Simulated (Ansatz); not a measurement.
**TiB₂: stiffness from a series of strains**

```
CELL_PARAMETERS angstrom
3.02920 0.00000 0.00000
-1.51460 2.62336 0.00000
0.00000 0.00000 3.22840
ATOMIC_POSITIONS crystal
Ti 0.00000 0.00000 0.00000
B 0.33333 0.66667 0.50000
B 0.66667 0.33333 0.50000
```

Atoms are numbered in the order listed.

The conventional cell has a = 3.029 Å, b = 3.029 Å, c = 3.228 Å, α = 90.00°, β = 90.00°, γ = 120.00°. Around Ti (atom 1) lie 12 B at 2.38 Å. Around B (atom 2) lie 3 B at 1.75 Å.

The cell comes from COD entry 2002799, which wasn't checked; take it as a given geometry.

Method: DFT, PBEsol, all-electron LAPW, scalar-relativistic (Ansatz 0.2.0).

Settings: a Γ-centred 14×14×11 k mesh, Fermi–Dirac smearing of 0.03 eV, basis error target 1 meV/atom, no spin polarisation.

The strain is applied along the Cartesian axes of the cell as listed (the other components stay zero). Fractional coordinates are held (clamped ions).

σ is the change of stress from the unstrained cell, which is at -5.19 GPa; tension is positive, so slopes are stress–strain coefficients at that pressure. In a metal the k mesh adds noise.

Only quantities that a quadratic follows smoothly over the whole series are listed; rougher ones are left out.

```
    εzz  σzz (GPa)  σxx (GPa)
-0.0200      -9.39      -2.00
 0.0000       0.00       0.00
 0.0100       4.29       0.90
 0.0200       8.37       1.71
```

**Question.** Fit the series and read off the stiffness at zero strain.

**Answer.** Least-squares fits y = p0 + p1 x + p2 x² to the rows give σzz (GPa): p1 = 444, p2 = -1300; σxx (GPa): p1 = 92.8, p2 = -370. So C33 = 444 GPa and C13 = 93 GPa, for these axes.

**Question.** One run, at εzz = -0.0100, is withheld. Predict its row.

**Answer.** The fits give -4.57, -0.96; the run gave -4.54, -0.98.
